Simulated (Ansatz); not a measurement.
LiH (rock salt)

```
CELL_PARAMETERS angstrom
      0.00000     4.00543     4.00543
      2.00271     2.00271     4.00543
      2.00271     2.00271     0.00000
ATOMIC_POSITIONS crystal
  H  0.00000 0.00000 0.00000
  H  0.50000 0.00000 0.00000
  Li 0.00000 0.50000 0.50000
  Li 0.50000 0.50000 0.50000
```

The atoms are displaced by Q × the pattern below (from a DFPT mode at X = (0.5, 0.5, 0.0), largest move 1; Q in Å), at fixed cell. (q is in reciprocal vectors of the primitive cell; the cell shown is doubled to hold the pattern.)

| atom | x | y | z |
|---|---|---|---|
| H1 | 0.000 | 0.000 | -1.000 |
| H2 | 0.000 | 0.000 | 1.000 |
| Li3 | 0.000 | 0.000 | -0.029 |
| Li4 | 0.000 | 0.000 | 0.029 |

Method: r2SCAN (plane waves to 500 eV, PAW, scalar-relativistic; Ansatz, a first-principles code). k mesh 14×14×14 (Γ-centred), Fermi-Dirac smearing 0.05 eV. E stands for the smeared free energy. LiH was relaxed with its symmetry unable to fall. The zero of ΔE is the undisplaced structure.

Task: Give the computed ΔE (meV/cell) at Q (Å) = -0.280, -0.233, -0.187, -0.093, -0.047, 0.093, 0.187, 0.233.

Result: 
```csv
Q (Å),ΔE (meV/cell)
-0.280,348
-0.233,239
-0.187,151
-0.093,37
-0.047,9
0.093,37
0.187,151
0.233,239
```

(A displaced cell: forces are minus the slopes of the energy, force constants its curvatures, and phonons follow from these.)
